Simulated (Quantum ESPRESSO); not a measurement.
**Kohn-Sham bands of MgTe (rock salt)**

```yaml
crystal:
  lattice:
    - [0.00000, 2.97240, 2.97240]
    - [2.97240, 0.00000, 2.97240]
    - [2.97240, 2.97240, 0.00000]
  atoms:
    - { symbol: Mg, position: [0.00000, 0.00000, 0.00000] }
    - { symbol: Te, position: [0.50000, 0.50000, 0.50000] }
```

Materials Project entry mp-1008786; symmetrised, unrelaxed at this level. Not found in the COD (Crystallography Open Database) copy used, which has the formula in other groups; not checked further. Level: PBEsol, no spin polarisation, no spin-orbit coupling; pw.x of Quantum ESPRESSO at 68 Ry with PseudoDojo potentials, 10×10×10 k-points, Wannier90. Density: 10×10×10 mesh, Gaussian smearing 0.01 Ry. Spin-orbit coupling is left out although heavy elements are present.

Q: List the Kohn-Sham levels between −8 and 3.4 eV relative to the valence-band maximum at the high-symmetry points, as a band run of pw.x on that density gives them (levels within 2 meV counted together).

A: 
| point | k (reciprocal lattice) | levels (eV) |
|---|---|---|
| Γ | 0.000 0.000 0.000 | -0.01 (×3), 2.11 |
| X | 0.500 0.000 0.500 | -4.12, -1.83 (×2), 0.43, 3.03 |
| U | 0.625 0.250 0.625 | -3.67, -3.40, -1.46, 1.71 |
| K | 0.375 0.375 0.750 | -3.67, -3.40, -1.46, 1.71 |
| L | 0.500 0.500 0.500 | -4.87, -0.52 (×2), 3.09 |
| W | 0.500 0.250 0.750 | -3.25 (×2), -2.75, 3.26 |
